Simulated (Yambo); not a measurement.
BSE-type run in Yambo on LiMgBN2 (space group I-4m2, No. 119), at zero momentum.

Quantum ESPRESSO step (PBEsol, PseudoDojo standard norm-conserving files, scalar-relativistic):
```
&CONTROL
  calculation = 'nscf'
  pseudo_dir = './pseudo'
  outdir = './out'
/
&SYSTEM
  ibrav = 0
  nat = 5
  ntyp = 4
  ecutwfc = 84.0
  ecutrho = 336.0
  occupations = 'fixed'
  force_symmorphic = .true.
  nbnd = 41
/
&ELECTRONS
  conv_thr = 5e-09
  diago_full_acc = .true.
  diago_thr_init = 1e-08
/
ATOMIC_SPECIES
Li 6.9400 Li.upf
B 10.8100 B.upf
N 14.0070 N.upf
Mg 24.3050 Mg.upf
CELL_PARAMETERS angstrom
 -1.909655000000   1.909655000000   4.443520000000
  1.909655000000  -1.909655000000   4.443520000000
  1.909655000000   1.909655000000  -4.443520000000
ATOMIC_POSITIONS crystal
Li   0.250000000000   0.750000000000   0.500000000000
B   0.500000000000   0.500000000000   0.000000000000
N   0.651260000000   0.651260000000   0.000000000000
N   0.348740000000   0.348740000000  -0.000000000000
Mg   0.750000000000   0.250000000000   0.500000000000
K_POINTS automatic
8 8 8 0 0 0
```

Yambo input:
```
rim_cut
optics
bse
bss
dipoles
em1s
RandQpts= 1000000
RandGvec= 1 Ry
FFTGvecs= 40 Ry
Chimod= "HARTREE"
BSKmod= "SEX"
BSEmod= "resonant"
BSSmod= "hs"
BSENGexx= 15 Ry
BSENGBlk= 3 Ry
% KfnQP_E
 1.771 | 1.0 | 1.0 |
%
% BSEQptR
 1 | 1 |
%
% BSEBands
 8 | 17 |
%
% BEnRange
 0.0 | 11.2 | eV
%
% BDmRange
 0.15 | 0.15 | eV
%
BEnSteps= 224
% BLongDir
 0.0 | 0.0 | 1.0 |
%
BSHayTrs= -0.02
BSSNEig= 24
WRbsWF
% BndsRnXs
 6 | 36 |
%
NGsBlkXs= 3 Ry
% LongDrXs
 1.0 | 1.0 | 1.0 |
%
```

From the report:

The dimension is k points × valence × conduction bands = 512 × 6 × 4 = 12288.
```
  [SLEPC] Approach                          : Krylov-Schur
  [SLEPC] Number of requested eigenvalues   :  24
  [SLEPC] Number of eigenvalues        [NEV]:  24
   [K] Dimension                                    :  12288
   [K] Bands                                        :   8  17
   [K] Exchange res                                 : yes
   [K] Correlation res                              : yes
   [K] W interaction is bare                        : no
   [K] RL vectors exchange                          :   423
   [K] RL vectors correlation                       :   37
   [W] Matrix size                                  :   37
   [W] Bands                                        :    6   36
   [W] Coulomb Cutoff                               : none
   [W] Hxc Kernel                                   : HARTREE
```
Lowest eigenvalues (eV; in brackets the number of states within 2 meV): 4.23 (2), 4.74 (2), 4.78 (2), 4.82 (1), 4.87 (1), 4.90 (2). They depend on the mesh, which isn't converged, and on the G0W0 scissor.

Geometry of the Materials Project entry, not relaxed at this level.

The structure is a Materials Project entry; no match was found in the copy of COD used, and its stability was not checked.
